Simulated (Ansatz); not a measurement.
All numbers below come from DFT PBE, scalar-relativistic, plane waves, PAW (Ansatz 0.2.0). All cells share a 420 eV cutoff and Γ-centred k meshes spaced at most about 0.3 Å⁻¹ (about 0.25 or finer for metals, 2π included). No spin polarisation in the final relaxations.

These are static total energies at zero pressure.

Compare these two cells of Ta₂AlN₃, each relaxed at this level.

A.

```xyz
6
Lattice="5.1698 0.0000 0.0000 -2.5849 4.4772 0.0000 0.0000 0.0000 2.8514" Properties=species:S:1:pos:R:3 pbc="T T T"
Ta    0.0000    2.9848    1.4257
Ta    0.0000    0.0000    0.0000
Al    2.5849    1.4924    1.4257
N     2.0450    0.0248    0.0000
N     1.5839    2.6938    0.0000
N     4.1259    1.7586    0.0000
```

B.

```xyz
6
Lattice="-1.5215 1.5215 6.5725 1.5215 -1.5215 6.5725 1.5215 1.5215 -6.5725" Properties=species:S:1:pos:R:3 pbc="T T T"
Ta    0.0000    0.0000    8.8600
Ta    0.0000    0.0000    4.2849
Al    0.0000    0.0000    0.0000
N     0.0000    0.0000   11.1840
N     0.0000    0.0000    6.5725
N     0.0000    0.0000    1.9609
```

Task: Which would you expect to be lower, and how large is the difference?

Result: B is lower, by 119 meV/atom. A has space group P-6 (No. 174), 11.0 Å³/atom and no gap on its mesh; B has Ta and Al ordered on rock salt sites, space group I4/mmm (No. 139), 10.1 Å³/atom and no gap. Counting N atoms around Al and Ta (those within 1.25 times the shortest such distance or 1.15 times the sum of covalent radii; a plus sign parts nearer from farther groups; a slash parts the counts of unlike sites), A has Ta 3/6, Al 6 and B has Ta 6, Al 2+4. The denser one is the lower, and pressure would at first widen the difference. In A, around Ta on its first site lie 6 N at 2.15 Å, 2 Ta at 2.85 Å and 3 Al at 2.98 Å; Al is surrounded by 6 N at 2.12 Å, 2 Al at 2.85 Å and 3 Ta at 2.98 Å; N has 3 Ta at 2.05–2.15 Å and 2 Al at 2.12 Å; 1 more site not described. In B, Ta is surrounded by 6 N at 2.18–2.32 Å, 8 Ta at 2.94–3.04 Å and 4 Al at 3.14 Å; Al has 2 N at 1.96 Å, 4 N at 2.15 Å, 4 Al at 3.04 Å and 8 Ta at 3.14 Å; around N on a site of symmetry 4mm lie 1 Al at 1.96 Å, 4 Ta at 2.18 Å and 1 Ta at 2.32 Å; 1 more site not described. Both come from invented guesses.

Spin–orbit coupling, which can matter for Ta, is left out. Cells relaxed within their symmetry can be saddle points.
